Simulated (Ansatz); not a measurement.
**AlN (wurtzite): map of one atom of the cell**

Starting cell, AlN (wurtzite):

```
CELL_PARAMETERS angstrom
      3.13030     0.00000     0.00000
     -1.56515     2.71092     0.00000
      0.00000     0.00000     5.01801
ATOMIC_POSITIONS crystal
  Al 0.66667 0.33333 0.00337
  Al 0.33333 0.66667 0.50337
  N  0.66667 0.33333 0.62183
  N  0.33333 0.66667 0.12183
```

Two-dimensional scan of atom 2 (Al, nearest neighbour N at 1.903 Å; its periodic images, 3.1 Å or more away, move with it): u runs along (1.000, 0.000, 0.000), v along (0.000, 1.000, 0.000) (Cartesian). Cell and other atoms are fixed.

Calculation: PBE (plane waves to 420 eV, PAW, scalar-relativistic; Ansatz, a program for electronic structure). k mesh 10×10×6 (Γ-centred), Fermi-Dirac smearing 0.05 eV. The energy includes the smearing's −TS. Stress and pressure are positive under compression. Points where atoms come too close for the PAW data are left out (x in tables, blank in figures). AlN was relaxed with its symmetry unable to fall. The zero of ΔE is the undisplaced structure. Axes are in Å.

ΔE (eV/cell), with u across and v down:

| v \ u | -0.480 | -0.240 | 0.000 | 0.240 | 0.480 |
|---|---|---|---|---|---|
| -0.480 | x | 2.358 | 1.019 | 2.358 | x |
| -0.240 | x | 1.190 | 0.332 | 1.190 | x |
| 0.000 | 2.033 | 0.449 | 0.000 | 0.449 | 2.033 |
| 0.240 | 1.212 | 0.695 | 0.568 | 0.695 | 1.212 |
| 0.480 | 2.377 | 2.923 | 3.190 | 2.923 | 2.377 |

P (GPa), with u across and v down:

| v \ u | -0.480 | -0.240 | 0.000 | 0.240 | 0.480 |
|---|---|---|---|---|---|
| -0.480 | x | 18.2 | 7.8 | 18.2 | x |
| -0.240 | x | 9.6 | 2.7 | 9.6 | x |
| 0.000 | 15.9 | 3.7 | 0.0 | 3.7 | 15.9 |
| 0.240 | 9.1 | 5.6 | 4.6 | 5.6 | 9.1 |
| 0.480 | 17.5 | 22.5 | 24.6 | 22.5 | 17.5 |

Key numbers:

Lowest place on the grid: u = 0.000 Å, v = 0.000 Å (0 meV/cell).

(For displaced atoms, the force is minus the slope of the energy, and its curvature is a force constant, which sets phonon frequencies.)
